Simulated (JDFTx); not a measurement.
Reference run:

```json
{
 "surface": "Cd(0001)",
 "bulk": "Cd, P6_3/mmc, lattice of mp-94 (not re-optimised)",
 "slab": "4 atoms in 4 planes, 1x1, 8.8 Å between the outermost planes",
 "in-plane cell": "2.958 × 2.958 Å, 7.58 Å²",
 "cell_height": "24.8 Å",
 "sampling": "8×8×1 k mesh, Fermi smearing 0.01 Ha, no spin polarisation"
}
```

The reference is PBE, GBRV ultrasoft potentials, plane waves to 20/100 Ha; code: a modified build of JDFTx. Unrelaxed; liquid: CANDLE, water, 1 M NaF. Potentials are on the SHE scale by the convention U = −μ/e − 4.44 V; references calibrated for a solvation model differ from this value. At negative charge CANDLE's numbers also depend on the cell height, by up to tenths of a volt.

| cell height | work function (eV) | U_pzc (V) | mean C above U_pzc (μF/cm²) | k states × plane waves | cycles, vacuum run | rough core time, vacuum run |
|---|---|---|---|---|---|---|
| 16.8 Å | 3.81 | -0.96 | 13 over 0.5 V | 10 × 3669 | 21 | 2 min |
| 18.8 Å | 3.80 | -0.97 | 13 over 0.5 V | 10 × 4108 | 23 | 2 min |
| 20.8 Å | 3.80 | -0.98 | 13 over 0.5 V | 10 × 4540 | 23 | 3 min |
| 24.8 Å | 3.80 | -0.98 | 13 over 0.5 V | 10 × 5414 | 24 | 3 min |
| 32.8 Å | 3.80 | -0.97 | 13 over 0.5 V | 10 × 7164 | 27 | 6 min |
| 40.8 Å | 3.80 | -0.97 | 13 over 0.5 V | 10 × 8913 | 31 | 7 min |

The work function stays within 0.02 eV over all these settings; capacitances repeat to about ±0.2 μF/cm². Core times come from shared machines and are rough, one run each.
